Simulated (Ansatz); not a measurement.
Pt:
```xyz
1
Lattice="0.0000 1.9700 1.9700 1.9700 0.0000 1.9700 1.9700 1.9700 0.0000" Properties=species:S:1:pos:R:3 pbc="T T T"
Pt     0.0000     0.0000     0.0000
```

Relaxed with r²SCAN. Special points in fractions of this cell's reciprocal vectors: Γ (0.000, 0.000, 0.000); X (0.500, 0.000, 0.500); U (0.625, 0.250, 0.625); K (0.375, 0.375, 0.750); L (0.500, 0.500, 0.500); W (0.500, 0.250, 0.750).

Problem. List the band energies nearest the Fermi level at these points for DFT-r²SCAN with spin–orbit coupling in the program Ansatz with PAW potentials.

Solution. In eV from the Fermi level; about four levels below and three above (degenerate sets whole), none deeper than 8.9 eV; … stands for higher levels left out; points with the same levels are listed once.

| k | below | above |
|---|---|---|
| Γ | -1.62 -1.62 -1.62 -1.62 | … |
| X | -6.89 -6.89 -0.33 -0.33 | 0.06 0.06 1.02 1.02 |
| U | -1.48 -1.48 -0.12 -0.12 | 5.87 5.87 … |
| L | -0.48 -0.48 -0.36 -0.36 | 0.29 0.29 … |
| W | -4.67 -4.67 -2.05 -2.05 | 0.47 0.47 7.35 7.35 |

Space group Fm-3m (fcc (Cu type)). Symmetry was held in the r²SCAN relaxation. The run is not spin-polarised.

Potentials: the earlier of the program's two PAW sets.
